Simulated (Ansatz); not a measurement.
A 2-atom cell of CdS started from a crystallographic database, relaxed with r2SCAN, was run in the plane-wave code Ansatz under altered settings. All numbers are computed, without spin polarisation but where a row says otherwise.

```
CELL_PARAMETERS angstrom
0.00000 2.93921 2.93921
2.93921 0.00000 2.93921
2.93921 2.93921 0.00000
ATOMIC_POSITIONS crystal
Cd 0.00000 0.00000 0.00000
S 0.25000 0.25000 0.25000
```

The base run's other keys:
```yaml
kpoints:
  mp_grid: { grid: [4, 4, 4] }
hamiltonian:
  xc: hse06
scf:
  occupations: { method: fixed }
  n_extra_bands: 4
```

It takes 12 iterations with 965 plane waves at 420 eV and 8 k points, and leaves a mean stress of +0.36 GPa. The gap over this mesh is 2.118 eV. It ran on 4 threads of Arm Neoverse V1 (shared host).

Outcomes, with energy and stress as changes against the base:
```csv
setting,outcome,ΔF (meV/atom),Δ mean stress (GPa),gap on the mesh (eV),iterations,wall time
"PBE hybrid, exx coeff 0.2, omega 0.5 1/Å",converged,–,+0.6,1.509,11,4.9 s
scf.exx.singularity: wigner_seitz,converged,0.0,0.0,2.118,12,4.9 s
"PBE hybrid, exx coeff 0.1, omega 0.1 1/Å",converged,–,+0.6,1.608,9,4.4 s
"PBE hybrid, exx coeff 0.75, omega 0.2078 1/Å",converged,–,-1.7,4.431,19,6.2 s
scf.occupations: gaussian 0.2,converged,0.0,0.0,2.118,12,4.9 s
```
A dash marks a value that wasn't obtained or can't be compared. Stress is positive in compression. The base took 5 s.

- PBE hybrid, exx coeff 0.2, omega 0.5 1/Å. That is 20 % exact exchange, screened with ω = 0.5 1/Å, against HSE06's 25 % screened at 0.208 1/Å. The mean stress moves by +0.6 GPa and the gap on the mesh by -0.609 eV (to 1.509). Totals of different functionals aren't comparable.
- PBE hybrid, exx coeff 0.1, omega 0.1 1/Å. That is 10 % exact exchange, screened with ω = 0.1 1/Å, against HSE06's 25 % screened at 0.208 1/Å. The mean stress moves by +0.6 GPa and the gap on the mesh by -0.511 eV (to 1.608). Totals of different functionals aren't comparable. The program warns that on this mesh the truncation of the exchange isn't bounded, so part of the change can be an error of the mesh.
- PBE hybrid, exx coeff 0.75, omega 0.2078 1/Å. That is 75 % exact exchange, screened with ω = 0.2078 1/Å, against HSE06's 25 % screened at 0.208 1/Å. The mean stress moves by -1.7 GPa and the gap on the mesh by +2.313 eV (to 4.431). Totals of different functionals aren't comparable.

Within 1 meV an atom, 0.1 GPa and 0.005 eV of the base stay: scf.exx.singularity: wigner_seitz; scf.occupations: gaussian 0.2.

Spin-orbit coupling is left out.

The program warns that its thresholds are loose for a hybrid's stress.

The meshes of the hybrids are coarse, so their gaps aren't converged to the digits shown.
